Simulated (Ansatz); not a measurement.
All numbers below come from Ansatz, DFT PBE, scalar-relativistic, plane waves, PAW. All cells share a 420 eV cutoff and Γ-centred k meshes spaced at most about 0.3 Å⁻¹ (about 0.25 or finer for metals, 2π included). No spin polarisation in the final relaxations.

All energies are static (0 K, no zero-point motion).

Two relaxed structures of Ta₄O:

A.

```yaml
crystal:
  lattice:
    - [4.39430, 0.00000, 0.00000]
    - [0.00000, 4.39430, 0.00000]
    - [0.00000, 0.00000, 4.39430]
  atoms:
    - { symbol: Ta, position: [0.26379, 0.73621, 0.73621] }
    - { symbol: Ta, position: [0.73621, 0.26379, 0.73621] }
    - { symbol: Ta, position: [0.73621, 0.73621, 0.26379] }
    - { symbol: Ta, position: [0.26379, 0.26379, 0.26379] }
    - { symbol: O, position: [0.00000, 0.00000, 0.00000] }
```

B.

```yaml
crystal:
  lattice:
    - [4.29435, 0.00000, 0.00000]
    - [0.00000, 4.29435, 0.00000]
    - [0.00000, 0.00000, 4.29435]
  atoms:
    - { symbol: Ta, position: [0.00000, 0.00000, 0.00000] }
    - { symbol: Ta, position: [0.50000, 0.50000, 0.00000] }
    - { symbol: Ta, position: [0.50000, 0.00000, 0.50000] }
    - { symbol: Ta, position: [0.00000, 0.50000, 0.50000] }
    - { symbol: O, position: [0.50000, 0.50000, 0.50000] }
```

Question: Which would you expect to be lower, and how large is the difference?

Answer: B is lower, by 48 meV/atom. A has space group P-43m (No. 215), 17.0 Å³/atom and no gap on its mesh; B has space group Pm-3m (No. 221), 15.8 Å³/atom and no gap. Counting Ta atoms around O (those within 1.25 times the shortest such distance or 1.15 times the sum of covalent radii), A has O 4 and B has O 6. The denser one is the lower, and pressure would at first widen the difference. Both come from invented guesses.

These runs have no spin–orbit coupling, which can matter for Ta. Cells relaxed within their symmetry can be saddle points.
